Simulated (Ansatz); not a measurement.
# Ionic part of the dielectric constant of CsH at 0.5 GPa, mode by mode

Computed with DFT LDA, scalar-relativistic, plane waves, PAW in Ansatz 0.2.0. Settings: 420 eV plane-wave cutoff, Γ-centred 8×8×8 mesh, fixed occupations. No spin polarisation. Phonons by linear response, acoustic sum rule imposed.

Symmetry: F-43m, No. 216, cubic system. Conventional cell: a = 6.558 Å, b = 6.558 Å, c = 6.558 Å, α = 90.00°, β = 90.00°, γ = 90.00°. Cs (site symmetry -43m) is surrounded by 4 H at 2.84 Å. Around H (site symmetry -43m) lie 4 Cs at 2.84 Å.

The cell is the ideal cubic zincblende prototype; this isn't the usual structure of the compound. Spin–orbit coupling is left out, which matters for heavy elements.

The primitive cell has V = 70.52 Å³ and ε∞,xx = 2.987. Each polar mode adds Δε = (4.92064×10⁷/V)·S/ν² along x, with S its oscillator strength in e²/amu, ν in cm⁻¹ and V in Å³.

Task: From these modes, find each Δε and ε0,xx.
```json
{"ν (cm⁻¹)": "584.7", "S_xx (e²/amu)": "0.9796"}
```

Result:
```json
{"ν (cm⁻¹)": "584.7", "Δε": "2.00"}
```

The sum is 2.000, so ε0,xx = 4.99; the run's tensor has 4.99.

Task: Where do the longitudinal modes lie for a wave vector along x?

Result: At 755 cm⁻¹. The Lyddane–Sachs–Teller product Π(ν_LO/ν_TO)² = 1.67 matches ε0/ε∞ = 1.67.

Cost: 1 run of about 0.5 core-minutes, on Arm Neoverse V2 (shared hosts).